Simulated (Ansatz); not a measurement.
Relaxed-ion elastic tensor of LaH3 in space group Fm-3m (No. 225; La on 4a, H on 4b, H on 8c) in GPa (Voigt order), DFT-LDA in the program Ansatz with PAW potentials; density 5.77 g/cm³, 10.21 Å³ per atom.

|  | 1 | 2 | 3 | 4 | 5 | 6 |
|---|---|---|---|---|---|---|
| 1 | 98.2 | 85.5 | 85.5 | 0.0 | 0.0 | 0.0 |
| 2 | 85.5 | 98.2 | 85.5 | 0.0 | 0.0 | 0.0 |
| 3 | 85.5 | 85.5 | 98.2 | 0.0 | 0.0 | 0.0 |
| 4 | 0.0 | 0.0 | 0.0 | 79.4 | 0.0 | 0.0 |
| 5 | 0.0 | 0.0 | 0.0 | 0.0 | 79.4 | 0.0 |
| 6 | 0.0 | 0.0 | 0.0 | 0.0 | 0.0 | 79.4 |

Q: Is the crystal mechanically stable?

A: Yes: the smallest eigenvalue of C is 12.7 GPa.

Q: Work out the Voigt and Reuss bounds. Is their mean of use?

A: K_V = 89.8, K_R = 89.8; G_V = 50.2, G_R = 14.2 GPa. The bounds lie so far apart that a Hill average or a Debye temperature from it would say little.

The workflow started from a Materials Project entry (that database holds measured and hypothetical structures alike); the Crystallography Open Database copy checked does not list it. Whether it is the stable phase at ambient conditions was not checked. The LDA relaxation kept the symmetry of its start; of distortions, only those at the zone centre were tested. As this level gives no gap, shear constants depend on the k-mesh and smearing (Fermi–Dirac, 0.1 eV here). Spin–orbit coupling is left out wherever it is not named.

Potentials: the later of the program's two PAW sets.
